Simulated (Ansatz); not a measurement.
A geometry of Fe away from equilibrium: step 2 of the relaxation of a relaxed Fe cell, doubled along one cell vector, shaken by Gaussian noise of σ = 0.08 Å a coordinate. These are PBE (plane waves to 420 eV, PAW, scalar-relativistic; Ansatz, a quantum-chemistry and plane-wave program) values and carry that method's errors. Γ-centred k-mesh 8×16×16 on the run's cell (coarser than for final values), Fermi–Dirac smearing 0.05 eV.

```xyz
2
Lattice="-2.8387 2.8375 2.8263 1.4203 -1.4140 1.4093 1.4202 1.4148 -1.4083" Properties=species:S:1:pos:R:3:forces:R:3 pbc="T T T" free_energy=-8960.952 pressure_GPa=0.6
Fe     0.0353     0.1011    -0.1169   -0.0253    0.1728    0.5877
Fe    -1.3891     1.4946     1.3947    0.0253   -0.1728   -0.5877
```

Positions in Å, forces in eV/Å, free energy of the cell in eV (comparable only within this code, potentials and settings). Largest force: 0.61 eV/Å, on Fe1, Fe2 (atoms numbered as listed); the geometry lies 0.01 eV/atom above the end of its relaxation.

Spin-polarised start, with parallel moments on Fe.

Spin state reached: ferromagnetic (net 2.17 μB/atom), from parallel starting moments; other spin orders were not run from this start.

The run could not lose the symmetry of its start.
